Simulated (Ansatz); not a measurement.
BP (rock salt, Fm-3m), the program Ansatz at the r²SCAN level (PAW), all energies at zero smearing, with the estimated change up to a 700 eV cutoff added, with one set of potentials and settings (totals compare only within such a set). Cell of 2 atoms (1 P, 1 B): -914.273 eV.

| element | reference phase | E (eV/atom) |
|---|---|---|
| P | Cmce, 4 atoms in the cell | -759.1646 |
| B | R-3m, 12 atoms in the cell | -156.5544 |

Formation energy per atom, worked out: (-914.273 − 1×(-759.1646) − 1×(-156.5544))/2 = 0.723 eV/atom (70 kJ per mol of atoms), at 0 K, without zero-point energy or fitted corrections.

The cell is a constructed one: a structure type filled with these elements; neither database checked (COD, Materials Project) lists it. It is not the phase usual at ambient conditions (space group No. 216). The r²SCAN relaxation kept the symmetry of its start; its stability against distortions is not shown here. The references are the lowest solids computed at this level, not always the standard phases.

Potentials: the later of the program's two PAW sets.
